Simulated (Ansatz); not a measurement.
LiNbO₃ (space group R-3)

```xyz
10
Lattice="2.5976 1.4997 4.7263 -2.5976 1.4997 4.7263 0.0000 -2.9994 4.7263" Properties=species:S:1:pos:R:3 pbc="T T T"
Li     0.0000     0.0000     5.0593
Li     0.0000     0.0000     9.1196
Nb     0.0000     0.0000     2.0483
Nb     0.0000     0.0000    12.1306
O     -0.8972    -1.7051     8.1939
O      0.8972     1.7051     5.9851
O     -1.0281     1.6295     8.1939
O      1.0281    -1.6295     5.9851
O      1.9253     0.0756     8.1939
O     -1.9253    -0.0756     5.9851
```

E(V) scan at fixed shape, V₀ the volume above. The atoms relax within the cell's symmetry.

Level of theory: PBEsol (plane waves to 420 eV, PAW, scalar-relativistic; Ansatz, a program for electronic structure). k mesh 8×8×8 (Γ-centred), Fermi-Dirac smearing 0.05 eV. The energy includes the smearing's −TS. With the shape held, the modulus is that of even scaling; a crystal free to change shape is softer. LiNbO3 is run without spin polarisation. LiNbO3 was relaxed with its symmetry unable to fall. This is one of several known forms of LiNbO3; the measured ambient cells at hand have space group No. 161. ΔE is measured from the relaxed starting cell.

| V (Å³/atom) | ΔE (meV/atom) |
|---|---|
| 9.943 | 39.4 |
| 10.127 | 26.5 |
| 10.311 | 16.4 |
| 10.495 | 9.0 |
| 10.679 | 3.9 |
| 10.863 | 0.9 |
| 11.047 | 0.0 |
| 11.231 | 0.9 |
| 11.416 | 3.4 |
| 11.600 | 7.5 |
| 11.784 | 13.0 |
| 11.968 | 19.7 |
| 12.152 | 27.6 |

Q: What bulk modulus at fixed cell shape B₀ follows from a third-order Birch-Murnaghan fit?

A: 94.8 GPa.

Q: What is the fitted pressure derivative B₀′?

A: 4.4.

(Under strain, the slope of the energy per volume gives the stress and its curvature an elastic modulus.)
